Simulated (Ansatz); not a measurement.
Input, command and steps of an Ansatz relaxation.

```yaml
crystal:
  lattice:
    - [6.4755893856, 0.0, 0.0]
    - [-3.2377946928, 5.6080249124, 0.0]
    - [0.0, 0.0, 5.1976596157]
  atoms:
    - { symbol: "Y", position: [0.833, 0.666, 0.25], spin: -0.14 }
    - { symbol: "Y", position: [0.167, 0.833, 0.75], spin: -0.14 }
    - { symbol: "Y", position: [0.334, 0.167, 0.25], spin: -0.14 }
    - { symbol: "Y", position: [0.167, 0.334, 0.75], spin: -0.14 }
    - { symbol: "Y", position: [0.833, 0.167, 0.25], spin: -0.14 }
    - { symbol: "Y", position: [0.666, 0.833, 0.75], spin: -0.14 }
    - { symbol: V, position: [0.3333333333, 0.6666666667, 0.25], spin: 2.26 }
    - { symbol: V, position: [0.6666666667, 0.3333333333, 0.75], spin: 2.26 }
basis:
  ecutwfc: 420
kpoints:
  mp_grid: { grid: [3, 3, 4] }
hamiltonian:
  xc: pbe
scf:
  occupations: { method: gaussian, width: 0.1 }
  lower_state_search: "off"
output:
  forces: true
  stress: true
  eigenvalues: true
  populations: true
magnetization:
  spin_polarized: true
relax:
  adjacent_minimum: "off"
  f_tol: 0.04
  max_steps: 70
  cell: { stress_tol: 0.4 }
```

```bash
ansatz run input.yaml --threads 1 --pin off --max-ram 2560MiB --backend cpu --events-out ev --progress --plain --runs-dir out
```

Level of theory: Ansatz 0.2.0, DFT PBE, scalar-relativistic, plane waves, PAW.

Of 5 frames 5 are shown, positions in Å and forces in eV/Å; the SCF threshold varies from step to step. Steps run on the plane waves of an earlier cell, with a Pulay correction in the pressure. The basis is chosen afresh for the last frame, the zero of the energies, and at times for earlier ones too; energy and pressure step there, also at an unchanged geometry.

```xyz
8
Lattice="6.4756 0.0000 0.0000 -3.2378 5.6080 0.0000 0.0000 0.0000 5.1977" Properties=species:S:1:pos:R:3:forces:R:3 pbc="T T T" step=1 free_energy_over_end_meV_per_atom=133.49 pressure_GPa=9.49
Y     3.2378    3.7349    1.2994    0.0000   -0.8693    0.0000
Y    -1.6157    4.6715    3.8982    0.7528   -0.4346    0.0000
Y     1.6221    0.9365    1.2994    0.7528    0.4346    0.0000
Y     0.0000    1.8731    3.8982    0.0000    0.8693    0.0000
Y     4.8535    0.9365    1.2994   -0.7528    0.4346    0.0000
Y     1.6157    4.6715    3.8982   -0.7528   -0.4346    0.0000
V     0.0000    3.7387    1.2994    0.0000    0.0000    0.0000
V     3.2378    1.8693    3.8982    0.0000    0.0000    0.0000
8
Lattice="6.7920 0.0000 0.0000 -3.3960 5.8821 0.0000 0.0000 0.0000 5.4106" Properties=species:S:1:pos:R:3:forces:R:3 pbc="T T T" step=2 free_energy_over_end_meV_per_atom=16.37 pressure_GPa=1.03
Y     3.3960    3.8042    1.3526    0.0000    0.4920    0.0000
Y    -1.5965    4.8431    4.0579   -0.4261    0.2460    0.0000
Y     1.7995    1.0389    1.3526   -0.4261   -0.2460    0.0000
Y     0.0000    2.0779    4.0579    0.0000   -0.4920    0.0000
Y     4.9926    1.0389    1.3526    0.4261   -0.2460    0.0000
Y     1.5965    4.8431    4.0579    0.4261    0.2460    0.0000
V     0.0000    3.9214    1.3526    0.0000    0.0000    0.0000
V     3.3960    1.9607    4.0579    0.0000    0.0000    0.0000
8
Lattice="6.8877 0.0000 0.0000 -3.4438 5.9649 0.0000 0.0000 0.0000 5.3515" Properties=species:S:1:pos:R:3:forces:R:3 pbc="T T T" step=3 free_energy_over_end_meV_per_atom=1.61 pressure_GPa=0.15
Y     3.4438    3.8907    1.3379    0.0000    0.0947    0.0000
Y    -1.6475    4.9278    4.0136   -0.0820    0.0473    0.0000
Y     1.7963    1.0371    1.3379   -0.0820   -0.0473    0.0000
Y     0.0000    2.0742    4.0136    0.0000   -0.0947    0.0000
Y     5.0913    1.0371    1.3379    0.0820   -0.0473    0.0000
Y     1.6475    4.9278    4.0136    0.0820    0.0473    0.0000
V     0.0000    3.9766    1.3379    0.0000    0.0000    0.0000
V     3.4438    1.9883    4.0136    0.0000    0.0000    0.0000
8
Lattice="6.9216 0.0000 0.0000 -3.4608 5.9943 0.0000 0.0000 0.0000 5.3155" Properties=species:S:1:pos:R:3:forces:R:3 pbc="T T T" step=4 free_energy_over_end_meV_per_atom=0.59 pressure_GPa=-0.01
Y     3.4608    3.9170    1.3289    0.0000   -0.0006    0.0000
Y    -1.6618    4.9556    3.9866    0.0005   -0.0003    0.0000
Y     1.7990    1.0386    1.3289    0.0005    0.0003    0.0000
Y     0.0000    2.0773    3.9866    0.0000    0.0006    0.0000
Y     5.1226    1.0386    1.3289   -0.0005    0.0003    0.0000
Y     1.6618    4.9556    3.9866   -0.0005   -0.0003    0.0000
V     0.0000    3.9962    1.3289    0.0000    0.0000    0.0000
V     3.4608    1.9981    3.9866    0.0000    0.0000    0.0000
8
Lattice="6.9216 0.0000 0.0000 -3.4608 5.9943 0.0000 0.0000 0.0000 5.3155" Properties=species:S:1:pos:R:3:forces:R:3 pbc="T T T" step=5 free_energy_over_end_meV_per_atom=0.00 pressure_GPa=0.04
Y     3.4608    3.9170    1.3289    0.0000   -0.0007    0.0000
Y    -1.6618    4.9556    3.9866    0.0006   -0.0003    0.0000
Y     1.7990    1.0386    1.3289    0.0006    0.0003    0.0000
Y     0.0000    2.0773    3.9866    0.0000    0.0007    0.0000
Y     5.1226    1.0386    1.3289   -0.0006    0.0003    0.0000
Y     1.6618    4.9556    3.9866   -0.0006   -0.0003    0.0000
V     0.0000    3.9962    1.3289    0.0000    0.0000    0.0000
V     3.4608    1.9981    3.9866    0.0000    0.0000    0.0000
```

The start puts this composition into another compound's structure type, which needn't suit it. At the end the space group is P6_3/mmc (tolerance 0.05 Å).

The run took 90 s on 1 thread of Arm Neoverse V1, on a shared host, peak memory 0.6 GiB.

The k mesh is coarse.